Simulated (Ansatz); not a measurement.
# Relaxing Br (solid)

Method: HSE06, scalar-relativistic; no spin polarisation; PAW, 420 eV, 4×4×2 k-mesh, Gaussian smearing of 0.05 eV; code Ansatz; PAW files: Ansatz's generated set soft_2.

The database's entry of this formula in the relaxed cell's space group, Cmce, has axes of 4.493 × 6.598 × 8.701 Å and 32.25 Å³/atom (1984), the relaxed one 4.398 × 7.451 × 8.855 Å and 36.27.

The first cell:

```yaml
crystal:
  lattice:
    - [3.30450, -2.16304, 0.00000]
    - [3.30450, 2.16304, 0.00000]
    - [0.00000, 0.00000, 9.09376]
  atoms:
    - { symbol: Br, position: [0.84515, 0.15485, 0.11750] }
    - { symbol: Br, position: [0.15485, 0.84515, 0.88250] }
    - { symbol: Br, position: [0.34515, 0.65485, 0.38250] }
    - { symbol: Br, position: [0.65485, 0.34515, 0.61750] }
```

The runs in order:

```csv
run,level,k-mesh,kind,V (Å³/atom),P (GPa),E − E(final) (meV/atom),gap on the mesh (eV)
1,PBE,6×6×2,cell and atoms relaxed,36.48,0.1,–,1.40
2,HSE06,4×4×2,fixed cell,36.48,-0.9,18.5,2.53
3,HSE06,4×4×2,"shape and atoms relaxed, volume fixed",36.27,0.3,0.0,2.86
```

At this volume the pressure is 0.30 GPa; it isn't quite the equilibrium of this level of theory.

The final structure (symmetry read at 0.01 Å). The structure is orthorhombic, space group Cmce (No. 64). The conventional cell has a = 7.451 Å, b = 4.398 Å, c = 8.855 Å, α = 90.00°, β = 90.00°, γ = 90.00°. Br (site symmetry m) has 1 Br at 2.31 Å as nearest neighbours. (Neighbours are counted to 15 % beyond the shortest distance.)

| atom | site | symmetry | x | y | z |
| --- | --- | --- | --- | --- | --- |
| Br | 8f | m.. | 0.5000 | 0.6313 | 0.1127 |

At the final geometry the gap, band path included, is 2.86 eV. The runs in the table took roughly 3 core-minutes.

**Why it comes out so.**

Within 0.6 eV of the edges the projected states are 99 % Br 4p at the top of the valence band and 94 % Br 4p at the bottom of the conduction band. 

Pressures of hybrids are less tightly converged. The structure is built of weakly bound molecules, and this functional has no dispersion term, so their spacing and all that hangs on it (volume, the soft elastic constants, low modes, dielectric constants) are poorly given.
